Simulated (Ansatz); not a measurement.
CaAl$_{2}$Ge$_{2}$ in space group P-3m1 (No. 164; Ca on 1a, Al on 2d, Ge on 2d) under volume change, the program Ansatz at the r²SCAN level (PAW), shape and atoms relaxed at each volume.

```csv
V (Å³/atom),E − E(relaxed) (meV/atom),P (GPa)
19.591,(withheld),(withheld)
20.237,17.0,4.43
20.883,4.0,2.05
21.529,0.0,0.00
22.175,(withheld),(withheld)
22.821,13.9,-3.27
23.467,29.7,-4.56
```

**Question.** What belongs in the gaps?

**Answer.** 
- 22.175, E − E(relaxed) (meV/atom): 3.6
- 22.175, P (GPa): -1.76
- 19.591, E − E(relaxed) (meV/atom): 40.3
- 19.591, P (GPa): 7.20

**Question.** What does a third-order Birch–Murnaghan fit give for V₀, B₀ and B′?

**Answer.** V₀ = 21.53 Å³/atom, B₀ = 63.1 GPa, B′ = 4.1.

The workflow started from an entry of the Crystallography Open Database (COD, 293 K). Whether it is the stable phase at ambient conditions was not checked. The r²SCAN relaxation kept the symmetry of its start; whether a distortion lowers the energy is not shown. Spin–orbit coupling is left out wherever it is not named.

Potentials: the later of the program's two PAW sets.
